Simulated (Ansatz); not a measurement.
Relaxed-ion elastic tensor of Mg (simple hexagonal, P6/mmm) in GPa (Voigt order), PBEsol in the plane-wave PAW code Ansatz; density 1.61 g/cm³, 25.00 Å³ per atom.

```csv
,1,2,3,4,5,6
1,68.9,24.4,3.9,0.0,0.0,0.0
2,24.4,68.9,3.9,0.0,0.0,0.0
3,3.9,3.9,58.4,0.0,0.0,0.0
4,0.0,0.0,0.0,-13.7,0.0,0.0
5,0.0,0.0,0.0,0.0,-13.7,0.0
6,0.0,0.0,0.0,0.0,0.0,22.2
```

**Question.** Is the crystal mechanically stable?

**Answer.** No: the smallest eigenvalue of C is -13.7 GPa.

The first step of the workflow began from a Materials Project structure, measured or hypothetical; the Crystallography Open Database copy checked does not list it. It is not the phase usual at ambient conditions (space group No. 194). The cell was relaxed with PBEsol under the symmetry of its start. At this level the phase is mechanically unstable. As this level gives no gap, shear constants depend on the k-mesh and smearing (Fermi–Dirac, 0.1 eV here).

Potentials: the later of the program's two PAW sets.
